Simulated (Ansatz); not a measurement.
Mo:
```
CELL_PARAMETERS angstrom
      4.65660     0.00000     0.00000
     -2.32830     4.03273     0.00000
      0.00000     0.00000     2.54565
ATOMIC_POSITIONS crystal
  Mo 0.00000 0.00000 0.00000
  Mo 0.66667 0.33333 0.50000
  Mo 0.33333 0.66667 0.50000
```

Relaxed with r²SCAN. Special points in fractions of this cell's reciprocal vectors: Γ (0.000, 0.000, 0.000); M (0.500, 0.000, 0.000); K (0.333, 0.333, 0.000); A (0.000, 0.000, 0.500); L (0.500, 0.000, 0.500); H (0.333, 0.333, 0.500).

**Question.** List the band energies nearest the Fermi level at these points for r²SCAN with spin–orbit coupling (plane waves, PAW; program Ansatz).

**Answer.** In eV from the Fermi level; about four levels below and three above (degenerate sets whole), none deeper than 8.9 eV; points with the same levels are listed once.

| k | below | above |
|---|---|---|
| Γ | -0.61 -0.61 -0.43 -0.43 | 1.95 1.95 2.04 2.04 |
| M | -2.35 -2.35 -2.27 -2.27 | 1.05 1.05 1.12 1.12 |
| K | -0.90 -0.90 -0.89 -0.89 | 1.72 1.72 1.72 1.72 |
| A | -1.24 -1.24 -1.13 -1.13 | 0.09 0.09 0.21 0.21 |
| L | -0.24 -0.24 -0.18 -0.18 | 1.24 1.24 1.24 1.24 |
| H | -0.25 -0.25 -0.10 -0.10 | 0.00 0.00 3.55 3.55 |

Space group P6/mmm. The start of the workflow was typed in or built on a structure type; neither database checked (COD, Materials Project) lists it. It is not the phase usual at ambient conditions (space group No. 229). The r²SCAN relaxation kept the symmetry of its start. At this level the phase is mechanically unstable. The run is not spin-polarised.

Potentials: the earlier of the program's two PAW sets.
